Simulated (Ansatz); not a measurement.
ScB₂, first-principles data

ScB$_{2}$:
Space group I4/mmm (No. 139); a = 2.6593 Å, b = 2.6593 Å, c = 8.5552 Å, α = 90.00°, β = 90.00°, γ = 90.00°

| atom | site | symmetry | x | y | z |
|---|---|---|---|---|---|
| Sc | 2a | 4/mmm | 0.0000 | 0.0000 | 0.0000 |
| B | 4e | 4mm | 0.0000 | 0.0000 | 0.2884 |
(The calculation used a cell of 3 atoms; values per cell refer to that cell.)

Space group I4/mmm (No. 139), MoSi2 or CaC2 type; conventional cell a = b = 2.6593 Å, c = 8.5552 Å, α = β = γ = 90.00°.

Method: PBEsol (plane waves, PAW; program Ansatz). The cell and atoms are relaxed at this level. Other levels are named where they apply.

Cell and energy:

| Quantity | Value |
|---|---|
| Volume per atom | 10.08 Å³ |
| Density | 3.65 g/cm³ |
| Formation energy from the elements (no fitted shifts) | 37 kJ/mol-atom |

Electronic structure:

| Quantity | Result |
|---|---|
| Electronic character | metallic (no gap) |
| Density of states at the Fermi level | 0.56 states/eV per atom (mean over ±0.08 eV) |

Mechanics:

| Property | Result |
|---|---|
| Bulk modulus (Birch–Murnaghan fit) | 149 GPa |
| Pressure derivative B′ | 3.8 |

Phonons:

| Quantity | Result |
|---|---|
| Highest zone-centre frequency | 565 cm⁻¹ |
| Zone-centre stability | unstable, softest mode 236i cm⁻¹ |

A made-up cell: these elements were put on the sites of a structure type; neither database checked (COD, Materials Project) lists it. COD files the formula under space group No. 191. Whether it is the stable phase at ambient conditions was not checked. The cell was relaxed with PBEsol under the symmetry of its start. The run is not spin-polarised. As this level gives no gap, phonon frequencies hold no LO–TO term and depend on the k-mesh and smearing (Fermi–Dirac, 0.1 eV here). The references are the lowest solids computed at this level, not always the standard phases.

Potentials: the earlier of the program's two PAW sets. The files were generated under PBE; for other functionals the program regenerates the frozen cores, and for LDA and PBEsol the local potential too.
